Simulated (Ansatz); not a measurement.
An Ansatz input:

```yaml
crystal:
  lattice:
    - [-2.0014932162, 2.0014932162, 2.0014932162]
    - [2.0014932162, -2.0014932162, 2.0014932162]
    - [2.0014932162, 2.0014932162, -2.0014932162]
  atoms:
    - { symbol: Te, position: [0.0, 0.0, 0.0] }
hamiltonian:
  xc: blyp
  pseudopotentials:
    kind: paw
    azcp:
      Te: "pseudopotentials/Te.paw.azcp"
basis:
  ecutwfc: 420
  fft_grid_basis: typed
kpoints:
  mp_grid: { grid: [18, 18, 18], shift: [0, 0, 0] }
magnetization:
  spin_polarized: false
scf:
  occupations: { method: fermi_dirac, width: 0.1 }
```

Terminal output

```
Engine: ansatz 0.2.0, x86_64-unknown-linux-gnu
Pseudopotentials: kind: paw
Pseudopotential: Te, paw, valence charge 16, recommended cutoff 420 eV (normal) 
Functional definition: BLYP
  parameter beta = 0.0042
  parameter a = 0.04918
  parameter b = 0.132
  parameter c = 0.2533
  parameter d = 0.349
  exchange = b88_x(beta = beta)
  correlation = lyp_c(a = a, b = b, c = c, d = d)
Crystal: 1 atoms, lattice volume = 32.072 Å³
Basis set: ecut = 420 eV, 627 PW (Γ), exchange–correlation on 48×48×48 points (8 copies of the dense FFT grid, shifted against one another)
Bands: 12, of which v1, the nominal top of the filled ones, is band 8 counted from 1 (7 counted from 0)
Symmetry: 48 space group operations
Space group: Im-3m (ITA 229), of the structure as read, at distance tolerance 3.2e-5 Å
k-points: 195 of 5832
Non-local potential: Te, projectors of the file, l = 0: 2, l = 1: 2, l = 2: 2, l = 3: 2
PAW form: soft (Blöchl's): semilocal exchange-correlation on the pseudo side does not see the compensation charge
PAW frozen core: Te, regenerated for the run's functional, and the local potential with it (the file was generated under x = pbe(κ = 0.804, μ = 0.2195149727645171), c = pbe(β = 0.06672455060314922))
PAW one-centre angular grid: Te, 590 points (default); XC on 64 Gauss nodes
Initial density: superposition of atomic densities (neutral atoms: chi_scale 0, normalization atom), corrected by the library's trained network
Initial wavefunctions: pseudopotential atomic-orbital guess
Functional: x = b88, c = lyp
SCF iter   1: F=—  HF=-6996.723392 eV  |F-HF|=—  |Δ(HF+E_count)|=         —  Δρ=6.45e-3  dr2=1.67e-2  ethr=1.77e-3  ⟨swp⟩=5.3  Hψ=14981  notcnv=0
SCF iter   2: F=—  HF=-6996.720195 eV  |F-HF|=—  |Δ(HF+E_count)|=   3.20e-3  Δρ=4.05e-3  dr2=6.68e-3  ethr=1.04e-4  ⟨swp⟩=1.0  Hψ=3900  notcnv=0
SCF iter   3: F=—  HF=-6996.718322 eV  |F-HF|=—  |Δ(HF+E_count)|=   1.87e-3  Δρ=1.04e-3  dr2=4.40e-4  ethr=4.18e-5  ⟨swp⟩=2.0  Hψ=2926  notcnv=0
SCF iter   4: F=—  HF=-6996.718185 eV  |F-HF|=—  |Δ(HF+E_count)|=   1.37e-4  Δρ=5.97e-4  dr2=1.07e-4  ethr=2.75e-6  ⟨swp⟩=2.4  Hψ=3954  notcnv=0
SCF iter   5: F=—  HF=-6996.718197 eV  |F-HF|=—  |Δ(HF+E_count)|=   1.26e-5  Δρ=1.92e-4  dr2=1.88e-5  ethr=6.68e-7  ⟨swp⟩=2.0  Hψ=3926  notcnv=0
SCF iter   6: F=—  HF=-6996.718186 eV  |F-HF|=—  |Δ(HF+E_count)|=   1.15e-5  Δρ=6.01e-5  dr2=1.66e-6  ethr=1.18e-7  ⟨swp⟩=3.0  Hψ=3964  notcnv=0
SCF iter   7: F=-6996.718185 eV  HF=-6996.718185 eV  |F-HF|=1.67e-8  |Δ(HF+E_count)|=   1.04e-6  Δρ=7.19e-6  dr2=2.20e-8  ethr=6.25e-10  ⟨swp⟩=1.9  Hψ=7221  notcnv=0
SCF 1 converged in 7 iterations: F = -6996.718185 eV  dr2 = 2.20e-8
SCF converged after 7 iterations
Free energy (F): -6996.718185 eV
Harris-Foulkes:  -6996.718185 eV  (|F-HF|=1.67e-8)
Internal energy: -6996.689343 eV  (E = F + TS)
E sigma→0 (E₀):  -6996.703764 eV
Entropy (-TS):   -0.028842 eV (-28.842 meV/atom)
Fermi energy:    9.678076 eV
--- Per-component energies (eV) ---
  E_band       = -246.255142
  E_kinetic    = 180.228065
  E_local      = -1135.516804  (includes V_loc(G=0)·N_el)
  E_nonlocal   = -312.610503
  E_hartree    = 749.503345
  E_xc         = -121.777145
  E_vxc        = -100.525502  (∫ρ·V_xc dr)
  E_paw        = -4680.822083  (= ΣΔE_a)
  E_vpaw       = -376.844170  (= ΣTr[D̂ρ^β])
  E_aug_tail   = -0.000199  (compensation charges beyond the density's cutoff)
  E_ewald      = -1675.666421
  E_core_change = -0.027597  (= ΣΔE_core)
  E_smearing   = -0.028842  (= −TS)
  E_closure    = -0.000000  (closes the sum)
  Σ components = -6996.718185   (vs F -6996.718185, Δ=0.00e0)
```
